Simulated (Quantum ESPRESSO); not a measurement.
## Band energies of RbLuS$_{2}$

```
CELL_PARAMETERS angstrom
      1.96547     1.13476     7.54438
     -1.96547     1.13476     7.54438
      0.00000    -2.26953     7.54438
ATOMIC_POSITIONS crystal
  S  0.23021 0.23021 0.23021
  S  0.76979 0.76979 0.76979
  Rb 0.00000 0.00000 0.00000
  Lu 0.50000 0.50000 0.50000
```

PBEsol (pw.x of Quantum ESPRESSO, ONCV potentials, no spin-orbit coupling); path ΓLB1,BZΓX,QFP1Z,LP; energies in eV from the valence-band maximum.

| k (1/Å) | point | band 19 | band 20 | band 21 | band 22 | band 23 | band 24 | band 25 | band 26 |
|---|---|---|---|---|---|---|---|---|---|
| 0.00 | Γ | -1.82 | -1.82 | -0.29 | 0.00 | 0.00 | 3.08 | 3.63 | 3.63 |
| 0.35 |  | -2.17 | -1.69 | -1.32 | -0.42 | -0.35 | 3.18 | 3.83 | 4.35 |
| 0.70 |  | -2.55 | -1.78 | -1.55 | -0.92 | -0.90 | 2.68 | 4.29 | 5.04 |
| 0.93 | L | -2.58 | -1.55 | -1.47 | -1.33 | -0.98 | 2.59 | 4.09 | 5.26 |
| 1.05 |  | -2.58 | -1.62 | -1.48 | -1.27 | -1.11 | 2.77 | 4.21 | 5.15 |
| 1.40 |  | -2.63 | -2.30 | -1.62 | -1.37 | -1.28 | 3.77 | 4.62 | 4.84 |
| 1.51 | B1 | -2.64 | -2.39 | -1.48 | -1.41 | -1.37 | 3.68 | 4.55 | 4.85 |
| 1.51 | B | -2.64 | -2.39 | -1.48 | -1.41 | -1.37 | 3.68 | 4.55 | 4.85 |
| 1.62 |  | -2.64 | -2.26 | -1.47 | -1.45 | -1.27 | 3.56 | 4.25 | 5.13 |
| 1.92 |  | -2.65 | -1.72 | -1.65 | -1.15 | -0.65 | 3.42 | 3.46 | 5.37 |
| 2.23 |  | -2.35 | -1.70 | -0.91 | -0.61 | -0.43 | 3.32 | 3.62 | 4.57 |
| 2.53 | Z | -1.77 | -1.77 | -1.17 | -0.11 | -0.11 | 3.70 | 3.71 | 3.71 |
| 2.95 | Γ | -1.82 | -1.82 | -0.29 | 0.00 | 0.00 | 3.08 | 3.63 | 3.63 |
| 3.25 |  | -2.08 | -1.73 | -1.05 | -0.42 | -0.31 | 3.58 | 3.63 | 3.82 |
| 3.54 |  | -2.36 | -1.99 | -1.64 | -1.20 | -0.65 | 3.76 | 3.91 | 4.98 |
| 3.84 |  | -2.39 | -2.22 | -1.63 | -1.51 | -1.10 | 3.77 | 4.41 | 5.05 |
| 4.04 | X | -2.63 | -2.39 | -1.49 | -1.44 | -1.34 | 3.71 | 4.67 | 4.74 |
| 4.04 | Q | -2.63 | -2.39 | -1.49 | -1.44 | -1.34 | 3.71 | 4.67 | 4.74 |
| 4.34 |  | -2.31 | -1.84 | -1.60 | -1.27 | -0.99 | 2.54 | 4.81 | 5.17 |
| 4.55 | F | -2.26 | -1.83 | -1.65 | -0.85 | -0.85 | 2.07 | 4.61 | 5.59 |
| 4.55 | P1 | -2.37 | -1.75 | -1.63 | -0.91 | -0.87 | 2.16 | 4.63 | 5.23 |
| 4.81 |  | -2.55 | -1.72 | -1.63 | -0.75 | -0.61 | 2.33 | 4.76 | 4.91 |
| 5.08 |  | -2.44 | -1.68 | -1.13 | -0.54 | -0.45 | 2.92 | 4.27 | 4.36 |
| 5.34 |  | -1.88 | -1.76 | -1.06 | -0.20 | -0.13 | 3.57 | 3.76 | 3.77 |
| 5.43 | Z | -1.77 | -1.77 | -1.17 | -0.11 | -0.11 | 3.70 | 3.71 | 3.71 |
| 5.43 | L | -2.58 | -1.55 | -1.47 | -1.33 | -0.98 | 2.59 | 4.09 | 5.26 |
| 5.71 | P | -2.37 | -1.75 | -1.63 | -0.91 | -0.87 | 2.16 | 4.63 | 5.23 |

The PBEsol gap is indirect, 2.07 eV, from Γ to F; the smallest direct gap is 2.92 eV.

The 4f states are in the valence at their DFT position.

Geometry relaxed with PBEsol.
